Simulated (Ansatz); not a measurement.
Al2Au (MoSi2 or CaC2 type), relaxed with r²SCAN (Ansatz, a first-principles code, plane waves, PAW): a = b = 3.637 Å, c = 7.656 Å, α = β = γ = 90.00°.

ΔH_f (eV/atom): -0.18
B₀ by P(V) fit (GPa): 95.7

Problem. The same phase is relaxed and computed with PBE in the same code. What are the cell and these values now?

Solution. a = b = 3.6684 Å, c = 7.7179 Å, α = β = γ = 90.00°.

- ΔH_f (eV/atom) = -0.20
- B₀ by P(V) fit (GPa) = 88.0

Constructed cells (a structure type filled with these elements, in neither database checked): Al2Au, MoSi2 or CaC2 type. All cells were relaxed under the symmetry of their starts (and spin orders); stability against distortions was not tested throughout. Spin–orbit coupling is left out wherever it is not named.

Potentials: the later of the program's two PAW sets.

Ansatz is a plane-wave DFT program.

Formation energies count from the lowest solids of the elements computed at the same level, not from gases.
